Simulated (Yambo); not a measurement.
A BSE run in Yambo for NaYS2 (space group R-3m, No. 166) (PBEsol bands; 6×6×6 mesh, 6 valence and 10 conduction bands, static screening with 49 bands and a 4 Ry block, scissor 1.68 eV, Tamm-Dancoff; field along x) gives:

```csv
state,energy (eV),states within 2 meV,relative strength,class
1,4.19,1,< 0.01,dark
2,4.22,2,0.92,strong
3,4.26,2,1.00,strong
4,4.36,1,< 0.01,dark
5,4.37,1,< 0.01,dark
```

Axes are Cartesian, with cell vectors (Å) (1.97, 1.14, 6.58), (-1.97, 1.14, 6.58), (0.00, -2.27, 6.58).

Task: What changes when the light is polarised along z instead?

Result: The energies stay; the strengths change. The first strong state is now at 4.37 eV instead of 4.22 eV.
| state | energy (eV) | states within 2 meV | relative strength | class |
|---|---|---|---|---|
| 1 | 4.19 | 1 | < 0.01 | dark |
| 2 | 4.22 | 2 | < 0.01 | dark |
| 3 | 4.26 | 2 | < 0.01 | dark |
| 4 | 4.36 | 1 | < 0.01 | dark |
| 5 | 4.37 | 1 | 1.00 | strong |
Each run's strengths are scaled to its own strongest state. These are vertical excitations (zero momentum); the indirect quasiparticle gap, about 3.76 eV, is smaller than the direct one (4.66 eV on the GW mesh). The scissor comes from a G0W0 run whose convergence isn't established.

Geometry relaxed with PBEsol; primitive cell a = b = c = 6.964 Å, α = β = γ = 32.83°.
